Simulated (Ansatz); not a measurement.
The relaxed structure here is a generated cell of P2W: the first start was made by placing the elements on the sites of a structure type, and the end was not matched to a known phase here, so it may be hypothetical.

One starting cell of P2W (a generated cell, P2W built in the AFLOW prototype AB2_tI6_139_a_e (C11_b, as in Si2Mo)) was relaxed twice with Ansatz (plane waves, PAW, scalar-relativistic): with PBEsol at 420 eV and with PBE at 420 eV. The PBEsol result:

```cif
data_P4W2
_chemical_formula_sum 'W2 P4'
_space_group_name_H-M_alt 'I4/mmm'
_space_group_IT_number 139
_space_group_name_Hall '-I 4 2'
_cell_length_a 3.20795
_cell_length_b 3.20795
_cell_length_c 7.81558
_cell_angle_alpha 90.000
_cell_angle_beta 90.000
_cell_angle_gamma 90.000
loop_
_atom_site_label
_atom_site_type_symbol
_atom_site_symmetry_multiplicity
_atom_site_Wyckoff_symbol
_atom_site_fract_x
_atom_site_fract_y
_atom_site_fract_z
_atom_site_occupancy
W1 W 2 a 0.00000 0.00000 0.00000 1
P1 P 4 e 0.00000 0.00000 0.33145 1
```
(The calculation used a cell of 3 atoms; values per cell refer to that cell.)

```tsv
quantity	PBEsol	PBE
space group	I4/mmm	I4/mmm
volume (Å³/atom)	13.40	(withheld)
a (Å)	3.208	(withheld)
c (Å)	7.816	(withheld)
gap (eV, no spin-orbit coupling)	0.00	(withheld)
highest phonon at the sampled q (cm⁻¹)	385	(withheld)
softest mode (cm⁻¹)	90i	(withheld)
energy after following the soft phonon mode at (½, ½, ½) (Pmmn), against the parent (eV/atom)	-0.01	(withheld)
```

What does PBE give for the same quantities?


- volume (Å³/atom), PBE: 13.81
- a (Å), PBE: 3.243
- c (Å), PBE: 7.878
- gap (eV, no spin-orbit coupling), PBE: 0.00
- highest phonon at the sampled q (cm⁻¹), PBE: 375
- softest mode (cm⁻¹), PBE: 100i
- energy after following the soft phonon mode at (½, ½, ½) (Pmmn), against the parent (eV/atom), PBE: -0.01

Both levels end in the same structure; PBE's volume is 3.0 % larger. Neither column is exact.

No spin polarisation in the result.

The run could not lose the symmetry of its start, so the end can be a saddle point.

Ansatz is an electronic-structure program.
